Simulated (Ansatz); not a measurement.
Here is an unrelaxed guess for SnH7.

```cif
data_structure
_symmetry_space_group_name_H-M 'Fm-3m'
_symmetry_Int_Tables_number 225
_cell_length_a 6.7684
_cell_length_b 6.7684
_cell_length_c 6.7684
_cell_angle_alpha 90.000
_cell_angle_beta 90.000
_cell_angle_gamma 90.000
_cell_volume 310.07
loop_
_atom_site_label
_atom_site_type_symbol
_atom_site_symmetry_multiplicity
_atom_site_Wyckoff_symbol
_atom_site_fract_x
_atom_site_fract_y
_atom_site_fract_z
_atom_site_occupancy
Sn1 Sn 4 a 0.00000 0.00000 0.00000 1
H1 H 4 b 0.50000 0.00000 0.00000 1
H2 H 24 d 0.00000 0.75000 0.75000 1
```

Method: Ansatz 0.2.0, DFT PBE, scalar-relativistic, plane waves, PAW. Plane waves to 420 eV, a k mesh through Γ of 4×4×4 on the computed 8-atom cell and Gaussian smearing (0.10 eV); no spin polarisation.

Formation energies are uncorrected and refer to the elements' standard structures at the same level (H₂ as a molecule). The references include grey tin.

Problem. What does a single point on this coarse mesh give?

Solution. The pressure is -13.9 GPa (it wants to contract), the largest force is 0.00 eV/Å (symmetry fixes the atoms), and the energy is +1.33 eV/atom against the elements. The shortest distance is 2.39 Å.

Problem. Is it a good guess?

Solution. A rough one: relaxing gains about 0.22 eV/atom (the start's value is from the coarse mesh, so the gain is rough) in 12 ionic steps and ends at +1.11 eV/atom on the finer mesh. The symmetry stays Fm-3m (No. 225). The volume per atom shrinks by 34.0 %, from 9.7 to 6.4 Å³. The shortest distance goes from 2.39 Å (Sn–H and H–H) to 2.08 Å (Sn–H and H–H). Conventional cell: a = 5.892 Å. Around Sn lie 12 H at 2.08 Å; H on a site of symmetry m-3m is surrounded by 12 H at 2.08 Å (long contacts); H on a site of symmetry mmm has 10 H at 2.08 Å and 2 Sn at 2.08 Å.

The last run used a 12×12×12 mesh for its 8-atom cell and Gaussian smearing of 0.10 eV. The cell is a metal run without spin; a magnetic state may lie lower. With hydrogen, zero-point motion can shift formation energies by some tens of meV/atom. The relaxation can't lower the symmetry of the start, and the grade says only how near the guess is to its own end. Symmetry constrained the relaxation, so the result can be a saddle point.
